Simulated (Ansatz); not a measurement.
ZrPbO$_{3}$ (cubic perovskite, Pm-3m), LDA in the plane-wave PAW code Ansatz. The conduction-band minimum lies at X, with 3 equivalent valleys. Second derivatives d²E/dk² of the lowest band at one valley (eV·Å²), along Cartesian directions:

```tsv
direction	d²E/dk²
[100]	22.84
[010]	22.84
[001]	41.58
[110]	22.82
[101]	32.20
[011]	32.20
```

Question: Find the principal effective masses, the density-of-states mass and the conductivity mass.

Answer: Off-diagonal terms follow from H_xy = H[110] − (H_xx + H_yy)/2, and m*/mₑ = 7.620 eV·Å² over each eigenvalue: 0.18, 0.33, 0.33. One valley's DOS mass (m₁m₂m₃)^(1/3) = 0.27, conductivity mass 3/(Σ 1/mᵢ) = 0.26 mₑ.

Question: What effective density of states Nc follows at 300 K for parabolic valleys?

Answer: Nc = 2.509e19 × 3 × (0.27)^(3/2) ≈ 1.1e19 cm⁻³.

The first step of the workflow began from a Materials Project structure, measured or hypothetical; the Crystallography Open Database copy checked does not list it. COD files the formula under space group No. 38, 55, so this cell is another polymorph or a model. Its standing as an ambient phase is unchecked. The cell was relaxed with LDA under the symmetry of its start. At this level the phase is dynamically unstable (imaginary phonons). No spin polarisation was allowed. Spin–orbit coupling is left out wherever it is not named.

Potentials: the later of the program's two PAW sets.

Edges and masses are those of Kohn–Sham bands, whose gap is no quasiparticle gap.
